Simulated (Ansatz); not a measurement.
Computed properties of NbCd₃

NbCd$_{3}$:
```yaml
crystal:
  lattice:
    - [4.18445, 0.00000, 0.00000]
    - [0.00000, 4.18445, 0.00000]
    - [0.00000, 0.00000, 4.18445]
  atoms:
    - { symbol: Cd, position: [0.00000, 0.50000, 0.50000] }
    - { symbol: Cd, position: [0.50000, 0.00000, 0.50000] }
    - { symbol: Cd, position: [0.50000, 0.50000, 0.00000] }
    - { symbol: Nb, position: [0.00000, 0.00000, 0.00000] }
```

Space group Pm-3m (No. 221), Cu3Au type; conventional cell a = b = c = 4.184 Å, α = β = γ = 90.00°.

Method: LDA in the plane-wave PAW code Ansatz. Geometry: relaxed at this level of theory. Other levels are named where they apply.

### Cell and energy

Volume per atom: 18.32 Å³
Density: 9.75 g/cm³
Formation energy from the elements (no fitted shifts): 0.074 eV/atom

### Electronic structure

- Electronic character = metallic (no gap)
- Density of states at the Fermi level = 0.39 states/eV per atom (mean over ±0.08 eV)

### Mechanics

* **Bulk modulus (Birch–Murnaghan fit)**: 123 GPa
* **Pressure derivative B′**: 5.0
* **Elastic constants (relaxed ions, GPa)**: C11 = 177, C12 = 96.3, C44 = 76.5
* **Mechanical stability**: stable (all eigenvalues of C positive)
* **Hill bulk and shear moduli**: 123 and 59.3 GPa
* **Young's modulus**: 153 GPa
* **Poisson's ratio**: 0.29
* **Debye temperature from the elastic constants**: 311 K

### Phonons

Highest zone-centre frequency: 198 cm^-1
Zone-centre stability: no imaginary mode at Γ

The workflow started from an entry of the Crystallography Open Database (COD). Whether it is the stable phase at ambient conditions was not checked. The cell was relaxed with LDA under the symmetry of its start. The run is not spin-polarised. As this level gives no gap, shear constants depend on the k-mesh and smearing (Fermi–Dirac, 0.1 eV here). As this level gives no gap, phonon frequencies hold no LO–TO term and depend on the k-mesh and smearing (Fermi–Dirac, 0.1 eV here). The references are the lowest solids computed at this level, not always the standard phases. Spin–orbit coupling is left out wherever it is not named.

Potentials: the later of the program's two PAW sets.
